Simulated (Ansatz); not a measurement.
Si$_{2}$Ni:
```
CELL_PARAMETERS angstrom
      3.98296     0.00000     0.00000
     -1.99148     3.44934     0.00000
      0.00000     0.00000     4.61935
ATOMIC_POSITIONS crystal
  Ni 0.00000 0.00000 0.00000
  Si 0.33333 0.66667 0.50000
  Si 0.66667 0.33333 0.50000
```

Relaxed with PBE+D3(BJ). Special points in fractions of this cell's reciprocal vectors: Γ (0.000, 0.000, 0.000); M (0.500, 0.000, 0.000); K (0.333, 0.333, 0.000); A (0.000, 0.000, 0.500); L (0.500, 0.000, 0.500); H (0.333, 0.333, 0.500).

**Question.** List the band energies nearest the Fermi level at these points for plane-wave PAW PBE+D3(BJ) (Ansatz code).

**Answer.** In eV from the Fermi level; about four levels below and three above (degenerate sets whole), none deeper than 8.9 eV; points with the same levels are listed once.

```tsv
k	below	above
Γ	-0.58 -0.58 -0.31 -0.31 -0.04	0.38 1.81 1.81
M	-1.43 -0.68 -0.45 -0.36	0.01 0.50 0.87
K	-1.41 -1.41 -0.52 -0.52 -0.47	1.18 1.18 2.33
A	-0.84 -0.84 -0.67 -0.62 -0.62	0.65 2.71 2.71
L	-0.35 -0.26 -0.10 -0.06	3.90 4.11 7.80
H	-0.46 -0.46 -0.06 -0.06 -0.05	4.27 5.12 5.12
```

Space group P6/mmm. A made-up cell: these elements were put on the sites of a structure type; neither database checked (COD, Materials Project) lists it. It is not the phase usual at ambient conditions (space group No. 225). Symmetry was held in the PBE+D3(BJ) relaxation; whether a distortion lowers the energy is not shown. The workflow began spin-polarised and lost its moments.

Potentials: the earlier of the program's two PAW sets.
